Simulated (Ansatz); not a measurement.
# Structure relaxation, Ta

The start is a relaxed Ta cell, doubled along one cell vector, shaken by Gaussian noise of σ = 0.08 Å a coordinate. A full variable-cell relaxation at zero pressure is run with PBE (plane waves to 420 eV, PAW, scalar-relativistic; Ansatz, a program for electronic structure). The first steps use a coarse 14×7×14 k-mesh.

Input geometry:
```
Ta
1.0
   -1.65984     1.65984     1.65984
    3.31968    -3.31968     3.31968
    1.65984     1.65984    -1.65984
Ta
2
Direct
  0.99525   0.01800   0.00729
  0.03136   0.51509   0.97921
```

Problem. How much energy is released per atom?

Solution. 0.02 eV/atom.

Problem. Is the parent structure recovered?

Solution. It returns to the parent structure, Im-3m (No. 229).

Problem. How do the shortest distances between atoms change?

Solution. The closest pairs of elements (up to four, under 3.6 Å), start → end: Ta–Ta 2.85 → 2.87 Å.

The end point of the relaxation:

```cif
data_Ta2
_chemical_formula_sum 'Ta2'
_space_group_name_H-M_alt 'Im-3m'
_space_group_IT_number 229
_space_group_name_Hall '-I 4 2 3'
_cell_length_a 3.31974
_cell_length_b 3.31974
_cell_length_c 3.31974
_cell_angle_alpha 90.000
_cell_angle_beta 90.000
_cell_angle_gamma 90.000
loop_
_atom_site_label
_atom_site_type_symbol
_atom_site_symmetry_multiplicity
_atom_site_Wyckoff_symbol
_atom_site_fract_x
_atom_site_fract_y
_atom_site_fract_z
_atom_site_occupancy
Ta1 Ta 2 a 0.00000 0.00000 0.00000 1
```
(The calculation used a cell of 1 atom; values per cell refer to that cell.)

Final values are on a 20×20×20 k-mesh of the relaxed cell. No spin polarisation in the result.

The run could not lose the symmetry of its start.
